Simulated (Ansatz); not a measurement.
Si$_{2}$Mo (MoSi2 type), DFT, PBEsol, PAW with Ansatz's default frozen-core files, scalar-relativistic (Ansatz 0.2.0), on 1 thread of Intel(R) Xeon(R) Processor @ 2.50GHz (Skylake/Cascade Lake) (shared host).

Command: `ansatz run input.yaml --threads 1 --pin off --max-ram 3072MiB --backend cpu --events-out ev --progress --plain --runs-dir out`

```yaml
crystal:
  lattice:
    - [-1.4719059092, 1.4719059092, 3.6731556425]
    - [1.4719059092, -1.4719059092, 3.6731556425]
    - [1.4719059092, 1.4719059092, -3.6731556425]
  atoms:
    - { symbol: Mo, position: [0.0, 0.0, 0.0] }
    - { symbol: Si, position: [0.3323497185, 0.3323497185, 0.0] }
    - { symbol: Si, position: [-0.3323497185, -0.3323497185, 0.0] }
kpoints:
  mp_grid: { grid: [14, 14, 14] }
scf:
  occupations: { method: fermi_dirac, width: 0.05 }
hamiltonian:
  xc: pbesol
  pseudopotentials: { kind: paw }
output:
  forces: true
  stress: true
  eigenvalues: true
  populations: true
```

Problem. How large is the problem that the program sets up?

Solution. 244 irreducible k-points, 593 plane waves at Γ, 15 bands.

Problem. About how long does it take?

Solution. 17 s of wall time for 6 SCF iterations. Times on shared machines scatter by tens of per cent.
